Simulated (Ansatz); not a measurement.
Values for one crystal, relaxed and computed with plane-wave PAW PBEsol (Ansatz code); other levels are named.

```yaml
volume_per_atom: 7.15 Å³
band_gap: 2.24 eV (direct)
mechanical_stability: stable (all eigenvalues of C positive)
electron_effective_mass: 0.14, 0.14, 1.2 mₑ (principal values)
HSE06 gap on the PBEsol cell: 3.28 eV
Pressure derivative B′: 3.6
Hole effective mass, band 1 of 2 at the edge: 0.51 along x, 0.90 along z (mₑ)
```

Question: Which compound is it?
A) B, I4_132 (B on 8a)
B) C, P6_3/mmc (C on 6h)
C) B, α-B12
D) Ge, Fd-3m (Ge on 8b, Ge on 32e, Ge on 96g)

Answer: B, C, P6_3/mmc (C on 6h)

The start of the workflow was typed in or built on a structure type. Its sites differ from those of the usual phase in this space group: another stacking or structure type. The PBEsol relaxation kept the symmetry of its start; its stability against distortions is not shown here.

Potentials: the earlier of the program's two PAW sets. The files were generated under PBE; for other functionals the program regenerates the frozen cores, and for LDA and PBEsol the local potential too.
